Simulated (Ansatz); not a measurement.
## An elastic constant from a strain scan in WSe2

Theory: DFT r2SCAN, scalar-relativistic, plane waves, PAW in Ansatz. Settings: plane waves to 500 eV, k-mesh 12×12×2 (Γ-centred), Gaussian smearing 0.05 eV. Spin–orbit coupling is left out, which can shift energies with elements as heavy as these. No spin polarisation. Energies are free energies at this smearing, counted from the undisturbed cell; pressure is positive in compression.

Zero of the scan (as given, not relaxed at this level; it stands at -0.2 GPa; this form isn't the usual structure):

```xyz
3
Lattice="3.3179 0.0000 0.0000 -1.6590 2.8734 0.0000 0.0000 0.0000 16.6581" Properties=species:S:1:pos:R:3 pbc="T T T"
W    -1.6590    2.8734    0.0000
Se    0.0000    1.9156    1.6623
Se    0.0000    1.9156   14.9959
```

The cell holds layers and no dispersion correction was added, so their binding is poorly described.

The cell is strained by ε times the Voigt pattern (1, 1, 0, 0, 0, 0) (xx, yy, zz, yz, xz, xy; engineering shear) with fractional coordinates fixed. The cell holds 3 atoms in V0 = 158.82 Å³. The stress column is τ = (1/V0) dE/dε, got from the stress tensor σ (compression positive) at each point as −det(1 + εP) σ : P(1 + εP)⁻¹, with P the pattern as a tensor.

```csv
ε,ΔE (meV/atom),τ (GPa)
-0.0600,157.395,-17.514
-0.0450,83.785,-12.287
-0.0300,34.697,-7.609
-0.0150,7.544,-3.426
0.0000,0.000,0.312
0.0150,9.973,3.649
0.0300,35.579,6.626
0.0450,75.115,9.276
0.0525,99.620,10.489
0.0600,?,?
```

Problem. Which combination of elastic constants does this scan measure, and how large is it?

Solution. For small ε, τ = τ0 + Kε with K = pᵀCp, which for this pattern is C11 + C22 + 2 C12 in the Cartesian frame shown. The parabola through τ at ε = -0.0150, 0 and 0.0150 has slope K = 236 GPa at zero. The energies per cell, E = NΔE, of the same two points give K = 2[E(ε₊)/ε₊ − E(ε₋)/ε₋]/[(ε₊ − ε₋)V0] = 236 GPa, in agreement. These are clamped-ion values.

Problem. Predict the withheld row at ε = 0.0600 from the harmonic law, and compare.

Solution. ΔE = V0(τ0 ε + Kε²/2)/N = 146.446 meV/atom and τ = 14.46 GPa. The calculation gives 127.044 meV/atom and 11.63 GPa: the energy lies 13 % below the harmonic value, as bonds soften when stretched.

Forces appear on the atoms along this scan, and letting them relax would lower the energy and soften the response.